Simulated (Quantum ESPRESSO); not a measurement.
# Al3MgN3O: a curve over one atom's position

Simulated, not a measurement. The program is pw.x of Quantum ESPRESSO 7.5 (plane-wave density functional theory). The cell is made up: 8 atoms on a rocksalt lattice, with randomly drawn elements, strain and displacements, not relaxed. PseudoDojo standard norm-conserving files (v0.5 for PBE, v0.4.1 for LDA and PBEsol) set the functional; there is no spin polarisation, spin-orbit coupling or dispersion term, and the masses in the input are unused placeholders.

Seven runs move atom 8 (N, counted in the order of the input) along x and keep all else fixed.

Input of the run at -0.0080:

```
&control calculation='scf', pseudo_dir='./dojo.nc.sr.pbe.v0_5.standard.upf', outdir='./o', disk_io='medium', tprnfor=.true., tstress=.true. /
&system ibrav=0, nat=8, ntyp=4, nbnd=26, ecutwfc=84.00895049, nosym=.true., tot_charge=0,
 occupations='smearing', smearing='fd', degauss=0.0018374661
/
&electrons conv_thr=7.350e-09, electron_maxstep=60, /
ATOMIC_SPECIES
Al 1.0 Al.upf
Mg 1.0 Mg.upf
N 1.0 N.upf
O 1.0 O.upf
CELL_PARAMETERS angstrom
4.1245 0.0181 -0.01
0.0181 4.0655 -0.0344
-0.01 -0.0344 4.1707
ATOMIC_POSITIONS angstrom
Al -0.0068 0.0176 -0.0935
Al -0.016 2.0929 1.9883
Mg 1.99 -0.1251 2.0294
Al 2.0994 2.0471 -0.0003
N 2.1528 -0.0663 0.0074
N 2.0154 2.0424 2.262
O 4.0631 0.0132 2.1349
N 4.1729 2.1016 0.0567
K_POINTS automatic
4 4 4 1 1 1
```

| shift of atom 8 along x (Å) | free energy less that of the input shown (eV) | Fx on atom 8 (eV/Å) | Fy on atom 8 (eV/Å) | Fz on atom 8 (eV/Å) | pressure (GPa) | next band up at Gamma (eV) | iterations |
| --- | --- | --- | --- | --- | --- | --- | --- |
| -0.1620 | 0.1291 | 2.010 | -0.869 | -0.269 | 5.07 | 2.564 | 11 |
| -0.0758 | 0.0145 | 0.686 | -0.849 | -0.315 | 4.27 | 2.525 | 11 |
| -0.0530 | 0.0025 | 0.366 | -0.841 | -0.318 | 4.18 | 2.521 | 11 |
| -0.0080 | 0.0000 | -0.254 | -0.825 | -0.315 | 4.12 | 2.521 | 11 |
| +0.0216 | 0.0135 | -0.664 | -0.813 | -0.306 | 4.19 | 2.527 | 11 |
| +0.1430 | 0.2045 | -2.566 | -0.753 | -0.206 | 5.29 | 2.599 | 12 |

Question: one run is left out of the table, at +0.0461. Estimate its Fx on atom 8 (eV/Å).

Answer: -1.013. The whole row:

| shift of atom 8 along x (Å) | free energy less that of the input shown (eV) | Fx on atom 8 (eV/Å) | Fy on atom 8 (eV/Å) | Fz on atom 8 (eV/Å) | pressure (GPa) | next band up at Gamma (eV) | iterations |
| --- | --- | --- | --- | --- | --- | --- | --- |
| +0.0461 | 0.0340 | -1.013 | -0.802 | -0.294 | 4.30 | 2.536 | 11 |

A cubic fit gives dFx/dx = -13.80 eV/Å² at zero shift. Across the table the free energy follows the integral of the force to within 0.3 meV. A rerun of one of the cells at 1437 eV and a 6 x 6 x 6 mesh moved values by no more than 0.004 eV in energy, 0.02 GPa in stress and 0.010 eV/Å in force. The band column is the level of band 21 at Gamma less that of band 20, whose number is half the electron count, rounded up; it comes from a band step after each run.